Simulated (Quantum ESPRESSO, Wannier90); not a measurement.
## Ge₂Pt (Pnnm): Wannier90 run

```xyz
6
Lattice="5.7411 0.0000 0.0000 0.0000 6.2216 0.0000 0.0000 0.0000 2.9888" Properties=species:S:1:pos:R:3 pbc="T T T"
Ge    -0.9738     2.3219     0.0000
Ge     0.9738    -2.3219     0.0000
Ge     1.8968     0.7889     1.4944
Ge    -1.8968    -0.7889     1.4944
Pt     0.0000     0.0000     0.0000
Pt     2.8706     3.1108     1.4944
```

Cell from Materials Project (mp-1543), symmetrised, no further relaxation. COD (Crystallography Open Database) has an entry of this formula and space group (matched by these alone). Level: PBEsol, no spin polarisation, no spin-orbit coupling; pw.x of Quantum ESPRESSO at 68 Ry with PseudoDojo potentials, 4×4×8 k-points, Wannier90. Density: 6×6×10 mesh, cold smearing 0.01 Ry. Spin-orbit coupling is left out although heavy elements are present.

Valence charges of the files: Ge 14, Pt 18. 78 bands were computed.

Isolated groups of bands, relative to the Fermi level (bands from 29 on overlap up to the last one computed):

```tsv
bands	from (eV)	to (eV)	filling	weight on atomic waves
1–2	-98.94	-98.94	filled	Pt 5s 97 %
3–8	-53.14	-52.96	filled	Pt 5p 99 %
9–28	-24.52	-24.28	filled	Ge 3d 100 %
```

Wanted is a model with the orbitals Ge s p, Pt s p d, without the filled groups that are mainly made of other shells (semicore states, and anion s where it isn't named); all higher bands stay in for disentanglement.

Q: Give num_wann, exclude_bands and num_bands, and the number of electrons that the model holds.

A: Electrons: 4×14 + 2×18 = 92, or 46.0 bands' worth; no gap over 0.05 eV opens at the Fermi level at this level of theory.
num_wann = 4×4 + 2×9 = 34.
exclude_bands = 1-28, 28 bands, so num_bands = 78 − 28 = 50.
The model holds 92 − 2×28 = 36 electrons. With the window frozen to 1.50 eV it follows pw.x to 2.2 meV rms (states up to 1.0 eV relative to the Fermi level).
